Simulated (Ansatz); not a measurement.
C (graphite type, space group P6_3/mmc)

```yaml
crystal:
  lattice:
    - [2.45536, 0.00000, 0.00000]
    - [-1.22768, 2.12640, 0.00000]
    - [0.00000, 0.00000, 6.67065]
  atoms:
    - { symbol: C, position: [0.00000, 0.00000, 0.25000] }
    - { symbol: C, position: [0.00000, 0.00000, 0.75000] }
    - { symbol: C, position: [0.33333, 0.66667, 0.25000] }
    - { symbol: C, position: [0.66667, 0.33333, 0.75000] }
```

This relaxed cell (volume V₀) is scaled evenly in all directions, its shape held. Symmetry pins the atoms to their sites.

All values below come from r2SCAN+rVV10 (plane waves to 500 eV, PAW, scalar-relativistic; Ansatz, an electronic-structure program). k mesh 15×15×5 (Γ-centred), Fermi-Dirac smearing 0.05 eV. E stands for the smeared free energy. Stress and pressure are positive under compression. With the shape held, the modulus is that of even scaling; a crystal free to change shape is softer. C was relaxed with its symmetry unable to fall. ΔE is measured from the relaxed starting cell. The last digit holds for this mesh only.

```
V (Å³/atom)  ΔE (meV/atom)
-----------  -------------
7.314                262.6
7.592                159.1
7.871                 84.8
8.150                 35.8
8.428                  8.5
8.707                  0.0
8.986                  7.7
9.264                 29.4
9.543             withheld
9.821                107.6
10.100               161.0
```

### Question
Fit a third-order Birch-Murnaghan form (E₀, V₀, B₀, B₀′ free) to the given rows and predict ΔE at V = 9.543.

### Answer
Least squares on the 10 given rows: ΔE = E₀ + (9V₀B₀/16)·y²·[2 + (B₀′ − 4)y], y = (V₀/V)^(2/3) − 1, with V₀ = 8.707 Å³/atom, B₀ = 290.7 GPa (160.2 GPa = 1 eV/Å³; the term in eV is multiplied by 1000), B₀′ = 3.55, E₀ = 0.00 meV/atom; root-mean-square residual 0.05 meV/atom. At 9.543 the fit gives 63.3 meV/atom; the calculation gives 63.3 meV/atom, the same to the digits shown. For the pressure the fit gives -22.6 GPa against the computed -22.6 GPa.

(A scan under strain: stresses follow from slopes of the energy per volume, elastic moduli from its curvatures.)
